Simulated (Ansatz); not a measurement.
**NbRu (P4/mmm): the size of the finite step**

```
Nb Ru
1.0
     3.05198    0.00000    0.00000
     0.00000    3.05198    0.00000
     0.00000    0.00000    3.38940
Nb Ru
1 1
Direct
  0.00000 0.00000 0.00000
  0.50000 0.50000 0.50000
```

Conventional cell: a = 3.052 Å, b = 3.052 Å, c = 3.389 Å, α = 90.00°, β = 90.00°, γ = 90.00°. Nb (atom 1) is surrounded by 8 Ru at 2.74 Å and 4 Nb at 3.05 Å. Around Ru (atom 2) lie 8 Nb at 2.74 Å and 4 Ru at 3.05 Å.

Computed, not measured; unless marked otherwise by r²SCAN, PAW on Ansatz 0.2.0's default frozen-core files (fitted under PBE), scalar-relativistic. k mesh 14×14×14, strains of ±0.005, Fermi-Dirac smearing of 0.100 eV, cutoff 500 eV. The cell was relaxed by PAW under this functional. The structure is one entry of a database and needn't be the stable phase.

(1) Elastic constants come from stresses at strains of ±0.005 (two-point stencil): C11 = 347.0, C12 = 198.1, C13 = 200.5, C33 = 340.6, C44 = 51.6, C66 = 55.3 GPa. What does an amplitude of 0.02 give?

Answers

(1) C11 = 344.1, C12 = 198.9, C13 = 202.5, C33 = 337.3, C44 = 52.2, C66 = 55.6 GPa. A large step picks up anharmonic terms.

Limits of these numbers: frozen-core PAW files fitted under PBE, their cores solved anew for the functional of the run; responses of metals move with mesh and smearing; the softest shear constant rests on one k mesh, and a soft shear can herald a distortion on cooling; elastic stability says nothing of phonons or of other phases.
